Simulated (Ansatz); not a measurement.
GePd:
```
GePd
1.0
    5.72792     0.00000     0.00000
    0.00000     3.59242     0.00000
    0.00000     0.00000     6.27416
Ge Pd
4 4
Cartesian
  4.66939   2.69431   3.63398
  1.05853   0.89810   2.64018
  3.92249   0.89810   0.49690
  1.80543   2.69431   5.77726
  5.70868   2.69431   1.19807
  0.01923   0.89810   5.07609
  2.88319   0.89810   4.33515
  2.84473   2.69431   1.93901
```

This is the r²SCAN-relaxed structure.

Question: All from DFT-r²SCAN in the program Ansatz with PAW potentials, unless another level is named. Estimate the electronic character.

Answer: metallic (no gap).

Question: Predict the density of states at the Fermi level.

Answer: 0.25 states/eV per atom (mean over ±0.08 eV).

Question: Predict the formation energy from the elements (no fitted shifts).

Answer: -423 meV/atom.

Space group Pnma. The first step of the workflow began from a Materials Project structure, measured or hypothetical; the Crystallography Open Database files this formula in space group No. 62, but the cells were not matched. Whether it is the stable phase at ambient conditions was not checked. Symmetry was held in the r²SCAN relaxation; whether a distortion lowers the energy is not shown. The run is not spin-polarised. The references are the lowest solids computed at this level, not always the standard phases. Spin–orbit coupling is left out wherever it is not named.

Potentials: the later of the program's two PAW sets.
